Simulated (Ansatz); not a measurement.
## GaBiN₂: computed property card

GaBiN$_{2}$:
```
GaBiN2
1.0
    3.32669     0.00000     0.00000
   -1.66335     2.88100     0.00000
    0.00000     0.00000     6.54843
Bi N Ga
1 2 1
Direct
  0.33333   0.66667   0.99588
  0.33333   0.66667   0.44844
  0.66667   0.33333   0.81936
  0.66667   0.33333   0.50631
```

Space group P3m1 (No. 156); conventional cell a = b = 3.3267 Å, c = 6.5484 Å, α = β = 90.00°, γ = 120.00°.

Method: PBEsol (plane waves, PAW; program Ansatz). Structure relaxed to zero pressure with the same functional. Other levels are named where they apply.

Cell and energy:

```
Property                                                     Result
-----------------------------------------------------  ------------
Volume per atom                                            15.69 Å³
Density                                                  8.12 g/cm³
Formation energy from the elements (no fitted shifts)  0.26 eV/atom
```

Electronic structure:

```
Property                                                                     Value
------------------------------------  --------------------------------------------
Electronic character                                             metallic (no gap)
Density of states at the Fermi level  0.08 states/eV per atom (mean over ±0.08 eV)
```

Mechanics:

```
Item                                   Value
----------------------------------  --------
Bulk modulus (Birch–Murnaghan fit)  66.6 GPa
Pressure derivative B′                  11.4
```

Phonons:

```
Item                                           Result
-----------------------------  ----------------------
Highest zone-centre frequency                565 cm⁻¹
Zone-centre stability          no imaginary mode at Γ
```

The start of the workflow was typed in or built on a structure type; neither database checked (COD, Materials Project) lists it. Its standing as an ambient phase is unchecked. The cell was relaxed with PBEsol under the symmetry of its start. The volume moved by 23 % from the start of the relaxation. Its formation energy is positive at this level, so the cell may be metastable or incomplete. As this level gives no gap, phonon frequencies hold no LO–TO term and depend on the k-mesh and smearing (Fermi–Dirac, 0.1 eV here). The references are the lowest solids computed at this level, not always the standard phases (solids in place of the gases). Spin–orbit coupling is left out wherever it is not named.

Potentials: the earlier of the program's two PAW sets. The files were generated under PBE; for other functionals the program regenerates the frozen cores, and for LDA and PBEsol the local potential too.
